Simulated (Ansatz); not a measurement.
B₆P:
Space group R-3m, hexagonal axes (No. 166); a = b = 5.9800 Å, c = 11.8284 Å, α = β = 90.00°, γ = 120.00°

```tsv
atom	site	symmetry	x	y	z
B	18h	.m	0.1555	0.3109	0.0284
B	18h	.m	0.2092	0.1046	0.1174
P	6c	3m	0.0000	0.0000	0.4051
```
(The calculation used a cell of 14 atoms; values per cell refer to that cell.)

Relaxed with r²SCAN.

### Question
Tabulate the valence density and the electron localisation function along the shortest P–P contact (2.24 Å), r²SCAN (plane waves, PAW; program Ansatz).

### Answer


```
distance from P (Å)  density (e/Å³)   ELF
-------------------  --------------  ----
0.22                           0.13  0.00
0.34                           0.29  0.04
0.45                           0.51  0.31
0.56                           0.71  0.70
0.67                           0.83  0.87
0.79                           0.86  0.92
0.90                           0.83  0.93
1.01                           0.80  0.94
1.12                           0.79  0.94
1.23                           0.80  0.94
1.35                           0.83  0.93
1.46                           0.86  0.92
1.57                           0.83  0.87
1.68                           0.71  0.70
1.80                           0.51  0.31
1.91                           0.29  0.04
2.02                           0.13  0.00
```

The density is the valence pseudo-density with augmentation charge, so density and ELF within about 1 Å of a nucleus are not all-electron values.

The workflow started from a Materials Project entry (that database holds measured and hypothetical structures alike); the Crystallography Open Database copy checked does not list it. Whether it is the stable phase at ambient conditions was not checked. Symmetry was held in the r²SCAN relaxation; its stability against distortions is not shown here.

Potentials: the later of the program's two PAW sets.
